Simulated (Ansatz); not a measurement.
Values for one crystal, relaxed and computed with DFT-PBEsol in the program Ansatz with PAW potentials; other levels are named.

| Item | Value |
|---|---|
| Volume per atom | 14.55 Å³ |
| Electronic character | metallic (no gap) |
| Zone-centre stability | no imaginary mode at Γ |
| Density of states at the Fermi level | 0.70 states/eV per atom (mean over ±0.08 eV) |
| Gap with spin–orbit coupling | none (metallic) |
| Pressure derivative B′ | 4.4 |
| Highest zone-centre frequency | 23.3 meV |

Problem. Pick the material that matches.
(A) Cd, diamond
(B) Re, P-6m2 (Re on 2g, Re on 2h, Re on 1a, Re on 1f)
(C) V, bcc (W type)
(D) W, A15 (β-W type)

Solution. B, Re, P-6m2 (Re on 2g, Re on 2h, Re on 1a, Re on 1f)

The start of the workflow was typed in or built on a structure type; neither database checked (COD, Materials Project) lists it. It is not the phase usual at ambient conditions (space group No. 194). The PBEsol relaxation kept the symmetry of its start. No spin polarisation was allowed. Spin–orbit coupling is left out wherever it is not named.

Potentials: the later of the program's two PAW sets.
